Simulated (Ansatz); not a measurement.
The cell below belongs to a search over invented structures; it isn't taken from experiment.

Input and command of a plane-wave DFT calculation in Ansatz:

```yaml
crystal:
  lattice:
    - [4.1391014794, 0.0, 0.0]
    - [0.012316397, 4.5203596378, 0.0]
    - [0.4878814967, 2.1649738732, 6.6021174956]
  atoms:
    - { symbol: Ga, position: [0.7632156043, 0.3056737637, 0.5000158988] }
    - { symbol: Ga, position: [0.2426297573, 0.803273335, 0.5003276205] }
    - { symbol: Ga, position: [0.9909228095, 0.8387737213, 0.9928570169] }
    - { symbol: Bi, position: [0.4926410091, 0.3310798862, 0.0023608833] }
    - { symbol: O, position: [0.0199755375, 0.6372115962, 0.331253046] }
    - { symbol: O, position: [0.9855239244, 0.9744468007, 0.670426383] }
    - { symbol: O, position: [0.5188778614, 0.1278675871, 0.3492263373] }
    - { symbol: O, position: [0.4862134964, 0.4816733097, 0.6535328142] }
basis:
  ecutwfc: 420
kpoints:
  mp_grid: { grid: [4, 4, 4] }
hamiltonian:
  xc: pbe
scf:
  occupations: { method: gaussian, width: 0.1 }
  lower_state_search: "off"
output:
  forces: true
  stress: true
  eigenvalues: true
relax:
  adjacent_minimum: "off"
  f_tol: 0.04
  max_steps: 70
  cell: { stress_tol: 0.4 }
```

```bash
ansatz run input.yaml --threads 1 --pin off --max-ram 2560MiB --backend cpu --events-out ev --progress --plain --runs-dir out
```

Processor: Intel(R) Xeon(R) Platinum 8375C CPU @ 2.90GHz (Ice Lake), 1 thread, on a host shared with other jobs.

Task: Estimate time, memory and problem size.

Result: About 2.9 min, peak memory 0.53 GiB. It solves 47 bands at 36 k points (after reduction by symmetry) with about 2411 plane waves (on the last cell), in 54 SCF iterations over 8 ionic steps.
